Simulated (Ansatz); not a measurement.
Consider the following.

TiAl (L1₀ or tetragonal B2, P4/mmm), a = b = 2.765 Å, c = 4.004 Å, α = β = γ = 90.00°.

This is the LDA-relaxed structure.

Task: All from LDA in the plane-wave PAW code Ansatz, unless another level is named. Estimate the formation energy from the elements (no fitted shifts).

Result: -0.41 eV/atom.

Task: Next, the density of states at the Fermi level?

Result: 0.89 states/eV per atom (mean over ±0.08 eV).

Symmetry was held in the LDA relaxation; of distortions, only those at the zone centre were tested. No spin polarisation was allowed. Axis ratios of metals converge slowly with the k-mesh, so a and c are less sure than the volume. The references are the lowest solids computed at this level, not always the standard phases.

Potentials: the later of the program's two PAW sets.
